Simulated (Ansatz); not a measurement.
Computed properties of LaLuAs2 (ordering on rocksalt)

All numbers come from Ansatz 0.2.0. No magnetic order and no zero-point or thermal motion; the cell was built from a prototype and may be hypothetical.

LaLuAs2 as one 4-atom ordering (R-3m) on the rocksalt lattice, relaxed with r2SCAN. La has 6 As at 3.05 Å; Lu has 6 As at 2.89 Å; As has 3 Lu at 2.89 Å and 3 La at 3.05 Å.

Space group R-3m:H (No. 166). a = 4.206 Å, b = 4.206 Å, c = 20.525 Å, α = 90.00°, β = 90.00°, γ = 120.00°
```tsv
atom	site	symmetry	x	y	z
La	3a	-3m	0.0000	0.0000	0.0000
Lu	3b	-3m	0.6667	0.3333	0.8333
As	6c	3m	0.3333	0.6667	0.9100
```

Relaxed lattice by functional, symmetry kept:
```csv
functional,k mesh,a (Å),c (Å),volume (Å³/atom)
PBE,6×6×6,4.216,20.518,26.32
r2SCAN,6×6×6,4.206,20.525,26.20
```

Band edges at fixed r2SCAN geometry:
```json
{"level": "PBE", "k mesh": "8×8×8", "gap (eV)": "none (overlap 0.59)", "kind": "–", "edges": "–", "least direct gap (eV)": "–", "rough cost": "50 core-seconds"}
{"level": "PBE+SOC", "k mesh": "8×8×8", "gap (eV)": "none (overlap 0.68)", "kind": "–", "edges": "–", "least direct gap (eV)": "–", "rough cost": "5 core-minutes"}
{"level": "r2SCAN", "k mesh": "8×8×8", "gap (eV)": "none (overlap 0.34)", "kind": "–", "edges": "–", "least direct gap (eV)": "–", "rough cost": "2.1 core-minutes"}
```
All runs use a smearing of 0.02 eV.
Wave cutoffs: 420 eV, 500 eV (r2SCAN).
Costs come from shared machines and give only the order; PBE's includes the band path.

With r2SCAN the bands overlap by 0.34 eV (counted from 1, band 33 peaks at Γ and band 34 bottoms out at F): no gap. PBE+SOC gives no gap: the lowest nominally empty band dips 0.68 eV below the top of the last filled one (its bottom at F, the top at Γ), so the cell is a metal or semimetal at this level.

No level opens a gap, but no hybrid is among them, and semilocal functionals can close a real gap.

Only the levels marked +SOC include spin-orbit coupling.
